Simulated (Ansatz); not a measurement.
Relaxing a structure of TiO$_{2}$

The start is a generated trial cell of TiO2 in the rutile structure type. The structure is fully relaxed (lattice and positions, P = 0) with PBE (plane waves to 420 eV, PAW, scalar-relativistic; Ansatz, a first-principles code). The first steps use a coarse 5×5×8 k-mesh.

Starting cell:
```yaml
crystal:
  lattice:
    - [4.59220, 0.00000, 0.00000]
    - [0.00000, 4.59220, 0.00000]
    - [0.00000, 0.00000, 2.95740]
  atoms:
    - { symbol: Ti, position: [0.00000, 0.00000, 0.00000] }
    - { symbol: Ti, position: [0.50000, 0.50000, 0.50000] }
    - { symbol: O, position: [0.30496, 0.30496, 0.00000] }
    - { symbol: O, position: [0.80496, 0.19504, 0.50000] }
    - { symbol: O, position: [0.19504, 0.80496, 0.50000] }
    - { symbol: O, position: [0.69504, 0.69504, 0.00000] }
```

- Initial pressure: +5.4 GPa (positive: the cell is compressed)
- Largest initial force: 0.10 eV/Å, on O3, O4, O5, O6 (atoms numbered as listed)
- Outcome: The space group stays P4₂/mnm (No. 136) (the run could not lower it); the end is rutile type, with 6 atoms in the primitive cell
- Energy released: 4 meV/atom
- Volume change: +2.5 %, from 10.39 to 10.65 Å³/atom
- Band gap at the end: 1.86 eV, direct at Γ (no spin-orbit coupling)
- Optimiser moves: 5

Relaxed structure:

```cif
data_O4Ti2
_chemical_formula_sum 'Ti2 O4'
_space_group_name_H-M_alt 'P42/mnm'
_space_group_IT_number 136
_space_group_name_Hall '-P 4n 2n'
_cell_length_a 4.64353
_cell_length_b 4.64353
_cell_length_c 2.96370
_cell_angle_alpha 90.000
_cell_angle_beta 90.000
_cell_angle_gamma 90.000
loop_
_atom_site_label
_atom_site_type_symbol
_atom_site_symmetry_multiplicity
_atom_site_Wyckoff_symbol
_atom_site_fract_x
_atom_site_fract_y
_atom_site_fract_z
_atom_site_occupancy
Ti1 Ti 2 a 0.00000 0.00000 0.00000 1
O1 O 4 f 0.30512 0.30512 0.00000 1
```

Final values are on a 7×7×11 k-mesh of the relaxed cell. No spin polarisation in the result.

The run could not lose the symmetry of its start.
